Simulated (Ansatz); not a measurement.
These are results of Ansatz 0.2.0, DFT PBE, scalar-relativistic, plane waves, PAW, not measurements. Settings: cutoff 420 eV, Γ-centred meshes spaced at most about 0.3 Å⁻¹, and about 0.25 Å⁻¹ or finer for metals (2π included), Gaussian smearing. Collinear spin in cells that started with moments and kept them past the coarse steps, no spin elsewhere.

All energies are static (0 K, no zero-point motion).

Two forms of MgO5 were relaxed alike.

A. (site moments O 1.3 (×3), 1.7 (×2) μB)

```cif
data_structure
_symmetry_space_group_name_H-M 'R32:H'
_symmetry_Int_Tables_number 155
_cell_length_a 4.9917
_cell_length_b 4.9917
_cell_length_c 9.2148
_cell_angle_alpha 90.000
_cell_angle_beta 90.000
_cell_angle_gamma 120.000
_cell_volume 198.84
loop_
_atom_site_label
_atom_site_type_symbol
_atom_site_symmetry_multiplicity
_atom_site_Wyckoff_symbol
_atom_site_fract_x
_atom_site_fract_y
_atom_site_fract_z
_atom_site_occupancy
Mg1 Mg 3 b 0.33333 0.66667 0.16667 1
O1 O 9 d 0.43993 0.43993 0.00000 1
O2 O 6 c 0.33333 0.66667 0.78145 1
```

B. (site moments O -0.3 (×2), 0.9, 0.7 (×2) μB)

```cif
data_structure
_symmetry_space_group_name_H-M 'P6/mmm'
_symmetry_Int_Tables_number 191
_cell_length_a 4.2491
_cell_length_b 4.2491
_cell_length_c 3.6848
_cell_angle_alpha 90.000
_cell_angle_beta 90.000
_cell_angle_gamma 120.000
_cell_volume 57.62
loop_
_atom_site_label
_atom_site_type_symbol
_atom_site_symmetry_multiplicity
_atom_site_Wyckoff_symbol
_atom_site_fract_x
_atom_site_fract_y
_atom_site_fract_z
_atom_site_occupancy
Mg1 Mg 1 b 0.00000 0.00000 0.50000 1
O1 O 2 d 0.33333 0.66667 0.50000 1
O2 O 1 a 0.00000 0.00000 0.00000 1
O3 O 2 c 0.33333 0.66667 0.00000 1
```

Question: Which would you expect to be lower, and how large is the difference?

Answer: B is lower, by 211 meV/atom. A has space group R32 (No. 155), 11.0 Å³/atom and no gap on its mesh; B has space group P6/mmm (No. 191), 9.6 Å³/atom and no gap. Counting O atoms around Mg (those within 1.25 times the shortest such distance or 1.15 times the sum of covalent radii), A has Mg 6 and B has Mg 2. The denser one is the lower, and pressure would at first widen the difference. Even the lower one lies +0.46 eV/atom against the reference forms of the elements (uncorrected), so neither is stable at this level. In A, Mg is surrounded by 6 O at 2.13 Å; O on a site of symmetry 2 is surrounded by 2 Mg at 2.13 Å and 8 O at 2.44–2.55 Å; O on a site of symmetry 3 has 1 O at 2.12 Å and 6 O at 2.44–2.49 Å (long contacts). In B, Mg has 2 O at 1.84 Å; O on a site of symmetry -6m2 has 2 O at 1.84 Å; O on a site of symmetry 6/mmm is surrounded by 2 Mg at 1.84 Å; 1 more site not described. Both come from invented guesses.

Another magnetic order may lie lower. Cells relaxed within their symmetry can be saddle points.
